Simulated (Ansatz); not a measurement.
The relaxed structure here is a generated cell of Ag: the first start was made by a random draw of sites in a space group, and the end was not matched to a known phase here, so it may be hypothetical. Known forms of Ag include space group No. 225.

A relaxed structure of Ag. Space group Pm-3m (No. 221). All values below come from PBE (plane waves to 420 eV, PAW, scalar-relativistic; Ansatz, a quantum-chemistry and plane-wave program).

```cif
data_Ag3
_chemical_formula_sum 'Ag3'
_space_group_name_H-M_alt 'Pm-3m'
_space_group_IT_number 221
_space_group_name_Hall '-P 4 2 3'
_cell_length_a 3.99483
_cell_length_b 3.99483
_cell_length_c 3.99483
_cell_angle_alpha 90.000
_cell_angle_beta 90.000
_cell_angle_gamma 90.000
loop_
_atom_site_label
_atom_site_type_symbol
_atom_site_symmetry_multiplicity
_atom_site_Wyckoff_symbol
_atom_site_fract_x
_atom_site_fract_y
_atom_site_fract_z
_atom_site_occupancy
Ag1 Ag 3 d 0.00000 0.00000 0.50000 1
```

```json
{
  "volume_per_atom": "21.25 Å³",
  "band_gap": "no gap (metallic)",
  "shortest_distances": "Ag–Ag 2.82 Å",
  "k-mesh": "12×12×12"
}
```

No spin polarisation in the result.

The run could not lose the symmetry of its start, so the end can be a saddle point.
